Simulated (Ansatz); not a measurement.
BaTiO3:
```
CELL_PARAMETERS angstrom
      4.01933     0.00000     0.00000
      0.00000     4.01933     0.00000
      0.00000     0.00000     4.01933
ATOMIC_POSITIONS crystal
  Ba 0.50000 0.50000 0.50000
  Ti 0.00000 0.00000 0.00000
  O  0.00000 0.50000 0.00000
  O  0.50000 0.00000 0.00000
  O  0.00000 0.00000 0.50000
```

Relaxed with PBE.

Give the optical modes at the zone centre with their infrared and Raman activity from DFPT, DFT-PBE in the program Ansatz with PAW potentials.

Transverse frequencies, without the LO–TO term; a row sums one degenerate level.

| ω (cm⁻¹) | degeneracy | IR ((D/Å)²/amu) | Raman (Å⁴/amu) | activity | symmetry |
|---|---|---|---|---|---|
| 244i | 3 | 260.67 | 0 | IR | T1u |
| 164 | 3 | 7.40 | 0 | IR | T1u |
| 280 | 3 | 0.00 | 0 | silent | T2u |
| 454 | 3 | 3.41 | 0 | IR | T1u |

How high does the top mode go among those that the LO–TO term moves?

628 cm⁻¹ for q along x.

Space group Pm-3m (cubic perovskite). This is a known high-temperature phase of the composition, computed here at zero pressure and temperature. Symmetry was held in the PBE relaxation. At this level the phase is dynamically unstable (imaginary phonons). The run is not spin-polarised. Spin–orbit coupling is left out wherever it is not named.

Potentials: the later of the program's two PAW sets.
